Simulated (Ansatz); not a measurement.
Relaxation of a relaxed WSe2 cell, doubled along one cell vector, shaken by Gaussian noise of σ = 0.08 Å a coordinate; 6 atoms in the cell, which starts as P1 (No. 1), aP6; a = b = 4.430 Å, c = 7.674 Å, α = β = 73.22°, γ = 60.00°. The numbers are results of PBE (plane waves to 420 eV, PAW, scalar-relativistic; Ansatz, a program for electronic structure), not measurements. Γ-centred k-mesh 6×6×3 on the run's cell (coarser than for final values), Fermi–Dirac smearing 0.05 eV. This is the first round of the run. Spin-polarised start, with parallel moments on W.

The optimiser's lines from the output (shortened; P is positive under compression):

```
relax step   1: F+E_penalty+E_count = -42646.60643488 eV  Δ(F+E_penalty+E_count) = +0.000e0 eV  max|allowed force component| = 1.706e0 eV/Å  Δτ_max = 0.0000 Å  P = +1.786 GPa  Ω = 122.991 Å³  (18 SCF iters, dr2 threshold 1.00e-7 eV, accepted)
relax step   2: F+E_penalty+E_count = -42647.01806359 eV  Δ(F+E_penalty+E_count) = -4.116e-1 eV  max|allowed force component| = 6.668e-1 eV/Å  Δτ_max = 0.1948 Å  P = +2.362 GPa  Ω = 120.995 Å³  (11 SCF iters, dr2 threshold 6.00e-7 eV, accepted)
relax step   3: F+E_penalty+E_count = -42647.10885606 eV  Δ(F+E_penalty+E_count) = -9.079e-2 eV  max|allowed force component| = 2.965e-2 eV/Å  Δτ_max = 0.0690 Å  P = -0.202 GPa  Ω = 123.493 Å³  (11 SCF iters, dr2 threshold 6.00e-7 eV, accepted)
relax step   4: F+E_penalty+E_count = -42647.10920772 eV  Δ(F+E_penalty+E_count) = -3.517e-4 eV  max|allowed force component| = 2.636e-4 eV/Å  Δτ_max = 0.0029 Å  P = -0.001 GPa  Ω = 123.268 Å³  (7 SCF iters, dr2 threshold 2.16e-7 eV, accepted)
relax step   5: F+E_penalty+E_count = -42647.10925399 eV  Δ(F+E_penalty+E_count) = -4.627e-5 eV  max|allowed force component| = 2.550e-4 eV/Å  Δτ_max = 0.0000 Å  P = -0.001 GPa  Ω = 123.268 Å³  stress off target by 1.01e-2 GPa  SCF on the basis re-selected at this cell (its energy is not comparable with the rows above)  (10 SCF iters)
```

From the first to the last row the energy changes by -0.08 eV/atom and the volume by +0.2 %. The last row is marked as not comparable with the walk above it, whose basis was carried along; it does compare with step 1, since both stand on a basis selected at the nominal cutoff for their own cell.

Later rounds, restarted from the end of this one on a renewed k-mesh, logged 4 more steps and released under 0.01 eV/atom more. The final structure after all rounds: Fm-3m (No. 225), cF12, AFLOW prototype AB2_cF12_225_a_c (C1, as in CaF2); a = b = c = 6.266 Å, α = β = γ = 90.00°. Spin state reached: ferromagnetic (net 0.61 μB/atom), from parallel starting moments; other spin orders were not run from this start.

The relaxed structure here is a generated cell of WSe2: the first start was made by placing the elements on the sites of a structure type, and the end was not matched to a known phase here, so it may be hypothetical. Known forms of WSe2 include space group No. 194.
